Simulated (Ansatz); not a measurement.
KZnF3 (started from an entry of an open crystallographic database), relaxed with r2SCAN: 3 runs in the PAW code Ansatz, each a construction of maximally localised Wannier functions. It is cubic, Pm-3m (No. 221); a = 4.046 Å in the conventional setting, 13.25 Å³ an atom. Around K lie 12 F at 2.86 Å; around Zn lie 6 F at 2.02 Å; around F lie 2 Zn at 2.02 Å and 4 K at 2.86 Å. No spin polarisation and no zero-point or thermal motion.

```yaml
crystal:
  lattice:
    - [4.04617, 0.00000, 0.00000]
    - [0.00000, 4.04617, 0.00000]
    - [0.00000, 0.00000, 4.04617]
  atoms:
    - { symbol: K, position: [0.00000, 0.00000, 0.00000] }
    - { symbol: Zn, position: [0.50000, 0.50000, 0.50000] }
    - { symbol: F, position: [0.50000, 0.50000, 0.00000] }
    - { symbol: F, position: [0.00000, 0.50000, 0.50000] }
    - { symbol: F, position: [0.50000, 0.00000, 0.50000] }
```

Windows count from the top of the filled bands; a dash means that no such window was set (without an outer window there is no disentanglement). Rows marked drawn have settings drawn at random (some not listed).

```csv
functional,SCF mesh,trial orbitals,functions,mesh,window (eV),frozen (eV),settings,Ω total (Å²),Ω invariant (Å²),largest spread (Å²),least projectability,"interpolation miss of the model's filled bands (eV, to the nearest computed level)"
PBE,6×6×6,"Zn d, F p",14,4×4×4,–,–,drawn,7.53,7.45,0.70,0.91,0.009
r2SCAN,6×6×6,"Zn d, F p",14,4×4×4,–,–,chosen,7.33,7.26,0.67,0.92,0.007
PBE,6×6×6,"Zn d, F p",14,4×4×4,-16.6 to +6.5,–,drawn,7.00,6.94,0.68,0.91,0.207
```
